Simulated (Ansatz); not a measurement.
TiAs:
Space group P6₃/mmc (No. 194); a = b = 3.6404 Å, c = 12.0412 Å, α = β = 90.00°, γ = 120.00°

| atom | site | symmetry | x | y | z |
|---|---|---|---|---|---|
| Ti | 4f | 3m. | 0.3333 | 0.6667 | 0.1174 |
| As | 2a | -3m. | 0.0000 | 0.0000 | 0.0000 |
| As | 2d | -6m2 | 0.6667 | 0.3333 | 0.2500 |

Relaxed at zero pressure with r²SCAN in the plane-wave PAW code Ansatz.

Problem. The volume is lowered by 9 % and shape and atoms relax at that volume. What pressure results, and how do the axes share the change?

Solution. 14.5 GPa; a -3.4 %, b -3.4 %, c -2.4 %; the energy rises by 65 meV/atom.

Problem. Give the new structure.

Solution. 
Space group P6₃/mmc (No. 194); a = 3.5153 Å, b = 3.5153 Å, c = 11.7511 Å, α = 90.00°, β = 90.00°, γ = 120.00°

```csv
atom,site,symmetry,x,y,z
Ti,4f,3m.,0.3333,0.6667,0.1175
As,2a,-3m.,0.0000,0.0000,0.0000
As,2d,-6m2,0.6667,0.3333,0.2500
```

The phase is kept; no other phase was compared at this pressure.

Space group P6_3/mmc. The first step of the workflow began from a Materials Project structure, measured or hypothetical; the Crystallography Open Database files this formula in space group No. 194, but the cells were not matched. Whether it is the stable phase at ambient conditions was not checked. Symmetry was held in the r²SCAN relaxation; its stability against distortions is not shown here. No spin polarisation was allowed.

Potentials: the later of the program's two PAW sets.
